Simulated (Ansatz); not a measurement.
HF on a (100) slab of Cu (Fm-3m (No. 225)), 4 planes, outer planes Cu (top) and Cu (bottom), 1 a cell of 25.4 Å², relaxed and still whole (its atoms last):

```
CELL_PARAMETERS angstrom
5.03937 0.00000 0.00000
0.00000 5.03937 0.00000
0.00000 0.00000 23.34506
ATOMIC_POSITIONS crystal
Cu 0.25000 0.25000 0.34268
Cu 0.25000 0.75000 0.34268
Cu 0.75000 0.25000 0.34268
Cu 0.75000 0.75000 0.34268
Cu 0.50000 0.50000 0.41900
Cu 0.50000 0.00000 0.41900
Cu 0.00000 0.50000 0.41900
Cu 0.00000 0.00000 0.41900
Cu 0.75066 0.75053 0.49713
Cu 0.75085 0.24944 0.49678
Cu 0.24946 0.75071 0.49679
Cu 0.24920 0.24918 0.49702
Cu 0.99947 0.99938 0.57374
Cu 0.99982 0.50099 0.57215
Cu 0.50113 0.99973 0.57210
Cu 0.49899 0.49880 0.57232
F 0.13356 0.13300 0.68035
H 0.24072 0.24046 0.65601
```

Theory: DFT PBE+D3(BJ), scalar-relativistic, plane waves, PAW (Ansatz 0.2.0). Plane waves to 420 eV, a k mesh through Γ of 4×4×1 on the computed 18-atom cell and Gaussian smearing (0.10 eV); no spin polarisation. A dipole correction removes the field between periodic images along c.

It binds with 0.25 eV a molecule against the clean slab and the free molecule (no zero-point or thermal terms); its shortest contact is H–Cu 2.58 Å. Take first-order desorption with no barrier to adsorption, no reaction on the face and an assumed prefactor of 10^13 s⁻¹.

Question: How long does a molecule stay at 473 K?

Answer: τ = ν⁻¹·exp(E/k_BT) with k_BT = 0.0408 eV: E/k_BT = 6.1, so τ ≈ 5×10^-11 s. At about one hit a site a second (10⁻⁶ mbar) the coverage is near τ × 1 s⁻¹, so a layer needs more than atmospheric pressure.

Question: Where does its peak lie in a desorption experiment heated at 5 K/s?

Answer: The peak obeys E/(k_B·T_p²) = (ν/β)·exp(−E/k_BT_p). Solving gives T_p ≈ 98 K (E/k_BT_p = 29.5). An error of 0.1 eV in E moves it by about 39 K, and larger molecules have larger prefactors, which lowers it.

Question: Is this physisorption or chemisorption?

Answer: The tightest contact, F–Cu 2.67 Å, is 1.41 times the sum of covalent radii, and deformation and lateral interaction add up to +0.01 eV; about 0.02 e cross the plane between them. This is physisorption.